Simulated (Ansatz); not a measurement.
W2C:
```cif
data_CW2
_chemical_formula_sum 'C1 W2'
_space_group_name_H-M_alt 'P-3m1'
_space_group_IT_number 164
_space_group_name_Hall '-P 3 2"'
_cell_length_a 3.03446
_cell_length_b 3.03446
_cell_length_c 4.64353
_cell_angle_alpha 90.000
_cell_angle_beta 90.000
_cell_angle_gamma 120.000
loop_
_atom_site_label
_atom_site_type_symbol
_atom_site_symmetry_multiplicity
_atom_site_Wyckoff_symbol
_atom_site_fract_x
_atom_site_fract_y
_atom_site_fract_z
_atom_site_occupancy
C1 C 1 a 0.00000 0.00000 0.00000 1
W1 W 2 d 0.33333 0.66667 0.25380 1
```

Relaxed with PBEsol.

Task: Which orbitals make up the states near the Fermi level in PBEsol in the plane-wave PAW code Ansatz?

Result: Within 0.5 eV of the Fermi level: W 5d 88 %, C 2p 8 %. Projections are on Löwdin-orthogonalised atomic valence shells; empty p or d shells of many metals are not among them.

Task: Tabulate the density of states.

Result: States/eV per cell of 3 atoms, in 0.25 eV bins, energy from the Fermi level.

```
E (eV)  total  W 5d  C 2p  W 6s
------  -----  ----  ----  ----
-7.85    1.92  0.75  0.81  0.26
-7.60    1.25  0.50  0.54  0.15
-7.35    0.37  0.16  0.16  0.04
-7.10    0.86  0.39  0.36  0.07
-6.85    1.46  0.63  0.65  0.12
-6.60    1.72  0.74  0.80  0.12
-6.35    2.35  1.08  1.12  0.09
-6.10    2.92  1.40  1.40  0.04
-5.85    4.07  1.98  1.99  0.03
-5.60    2.23  1.11  1.07  0.01
-5.35    0.56  0.40  0.16  0.00
-5.10    0.47  0.44  0.02  0.01
-4.85    0.66  0.61  0.02  0.01
-4.60    0.95  0.87  0.03  0.03
-4.35    1.34  1.17  0.04  0.09
-4.10    1.79  1.48  0.07  0.17
-3.85    2.98  2.25  0.13  0.37
-3.60    2.58  2.02  0.13  0.27
-3.35    2.44  1.91  0.19  0.22
-3.10    2.13  1.67  0.20  0.15
-2.85    2.09  1.65  0.17  0.16
-2.60    2.16  1.73  0.14  0.18
-2.35    2.08  1.56  0.14  0.20
-2.10    1.54  1.12  0.11  0.17
-1.85    1.05  0.90  0.05  0.05
-1.60    0.97  0.92  0.03  0.01
-1.35    0.99  0.92  0.05  0.01
-1.10    1.01  0.93  0.05  0.01
-0.85    1.05  0.97  0.06  0.01
-0.60    1.10  1.01  0.06  0.01
-0.35    1.10  1.02  0.06  0.01
-0.10    1.21  1.10  0.08  0.01
0.15     1.67  1.45  0.15  0.02
0.40     1.97  1.68  0.21  0.03
0.65     2.09  1.74  0.23  0.05
0.90     2.27  1.93  0.21  0.05
1.15     1.93  1.65  0.19  0.03
1.40     2.30  1.97  0.22  0.05
1.65     3.08  2.67  0.28  0.05
1.90     3.12  2.69  0.29  0.05
2.15     2.33  2.03  0.19  0.05
2.40     2.58  2.20  0.23  0.08
2.65     2.81  2.32  0.28  0.12
2.90     1.96  1.62  0.21  0.07
3.15     2.11  1.72  0.23  0.09
3.40     1.46  1.09  0.21  0.08
3.65     1.09  0.73  0.20  0.06
3.90     1.27  0.81  0.21  0.07
4.15     1.84  1.07  0.36  0.08
4.40     1.75  1.01  0.41  0.09
4.65     1.75  1.01  0.42  0.10
```

The PBEsol relaxation kept the symmetry of its start. No spin polarisation was allowed. Scalar-relativistic: spin–orbit coupling is off unless named, which matters more the heavier the elements.

Potentials: the later of the program's two PAW sets.
